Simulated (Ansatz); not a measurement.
Consider the following.

BaSi$_{3}$Pd:
```yaml
crystal:
  lattice:
    - [-2.20405, 2.20405, 5.13118]
    - [2.20405, -2.20405, 5.13118]
    - [2.20405, 2.20405, -5.13118]
  atoms:
    - { symbol: Ba, position: [0.61515, 0.61515, 0.00000] }
    - { symbol: Si, position: [0.00114, 0.00114, 0.00000] }
    - { symbol: Si, position: [0.36930, 0.86930, 0.50000] }
    - { symbol: Si, position: [0.86930, 0.36930, 0.50000] }
    - { symbol: Pd, position: [0.26181, 0.26181, 0.00000] }
```

This is the r²SCAN-relaxed structure.

**Question.** All from the program Ansatz at the r²SCAN level (PAW), unless another level is named. Predict the electronic character.

**Answer.** metallic (no gap).

**Question.** Predict the formation energy from the elements (no fitted shifts).

**Answer.** -0.50 eV/atom.

**Question.** Give the density of states at the Fermi level.

**Answer.** 0.35 states/eV per atom (mean over ±0.08 eV).

Space group I4mm. The workflow started from a Materials Project entry (that database holds measured and hypothetical structures alike); the Crystallography Open Database copy checked does not list it. Whether it is the stable phase at ambient conditions was not checked. The cell was relaxed with r²SCAN under the symmetry of its start; whether a distortion lowers the energy is not shown. No spin polarisation was allowed. The references are the lowest solids computed at this level, not always the standard phases. Scalar-relativistic: spin–orbit coupling is off unless named, which matters more the heavier the elements.

Potentials: the later of the program's two PAW sets.
